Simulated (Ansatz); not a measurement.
LaInNi in space group P-62m (No. 189; La on 3g, In on 3f, Ni on 2c, Ni on 1b), PBE (plane waves, PAW; program Ansatz), all energies at zero smearing, with the estimated change up to a 700 eV cutoff added, with one set of potentials and settings (totals compare only within such a set). Cell of 9 atoms (3 La, 3 In, 3 Ni): -53067.264 eV.

| element | reference phase | E (eV/atom) |
|---|---|---|
| La | P6_3/mmc, 4 atoms in the cell | -6250.0953 |
| In | I4/mmm, 1 atoms in the cell | -5597.8481 |
| Ni | Fm-3m, 1 atoms in the cell, spin-polarised | -5839.7239 |

Formation energy per atom, worked out: (-53067.264 − 3×(-6250.0953) − 3×(-5597.8481) − 3×(-5839.7239))/9 = -0.474 eV/atom (-46 kJ per mol of atoms), at 0 K, without zero-point energy or fitted corrections.

The workflow started from a Materials Project entry (that database holds measured and hypothetical structures alike); the Crystallography Open Database copy checked does not list it. Its standing as an ambient phase is unchecked. The PBE relaxation kept the symmetry of its start; its stability against distortions is not shown here. No spin polarisation was allowed. The references are the lowest solids computed at this level, not always the standard phases. Scalar-relativistic: spin–orbit coupling is off unless named, which matters more the heavier the elements.

Potentials: the later of the program's two PAW sets.
